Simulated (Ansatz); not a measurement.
# Property card for MoPt3

MoPt3:
```cif
data_MoPt3
_chemical_formula_sum 'Mo1 Pt3'
_space_group_name_H-M_alt 'Pmm2'
_space_group_IT_number 25
_space_group_name_Hall 'P 2 -2'
_cell_length_a 2.76827
_cell_length_b 4.53204
_cell_length_c 4.85826
_cell_angle_alpha 90.000
_cell_angle_beta 90.000
_cell_angle_gamma 90.000
loop_
_atom_site_label
_atom_site_type_symbol
_atom_site_symmetry_multiplicity
_atom_site_Wyckoff_symbol
_atom_site_fract_x
_atom_site_fract_y
_atom_site_fract_z
_atom_site_occupancy
Mo1 Mo 1 a 0.00000 0.00000 0.15712 1
Pt1 Pt 1 d 0.50000 0.50000 0.33942 1
Pt2 Pt 1 c 0.50000 0.00000 0.65570 1
Pt3 Pt 1 b 0.00000 0.50000 0.84776 1
```

Space group Pmm2 (No. 25); conventional cell a = 2.7683 Å, b = 4.5320 Å, c = 4.8583 Å, α = β = γ = 90.00°.

Method: plane-wave PAW r²SCAN (Ansatz code). Structure relaxed to zero pressure with the same functional. Other levels are named where they apply.

Cell and energy:

```json
{
  "volume_per_atom": "15.24 Å³",
  "density": "18.56 g/cm³",
  "Formation energy from the elements (no fitted shifts)": "-0.18 eV/atom"
}
```

Electronic structure:

```json
{
 "electronic_character": "metallic (no gap)",
 "Density of states at the Fermi level": "0.96 states/eV per atom (mean over ±0.08 eV)",
 "Gap with spin–orbit coupling": "none (metallic)"
}
```

Mechanics:

```json
{
 "Bulk modulus (Birch–Murnaghan fit)": "2820 kbar",
 "Pressure derivative B′": "5.2"
}
```

Charges:

```json
{
  "bader_charges": "Mo +1.06, Pt -0.44 to -0.21 e"
}
```

The workflow started from a Materials Project entry (that database holds measured and hypothetical structures alike); the Crystallography Open Database copy checked does not list it. With Mo and Pt taken as one species the cell has the higher symmetry P6_3/mmc, so it may be an ordered model of a mixed-site phase. Whether it is the stable phase at ambient conditions was not checked. The cell was relaxed with r²SCAN under the symmetry of its start; whether a distortion lowers the energy is not shown. The run is not spin-polarised. Axis ratios of metals converge slowly with the k-mesh, so a and c are less sure than the volume. The references are the lowest solids computed at this level, not always the standard phases. Spin–orbit coupling is left out wherever it is not named.

Potentials: the later of the program's two PAW sets.
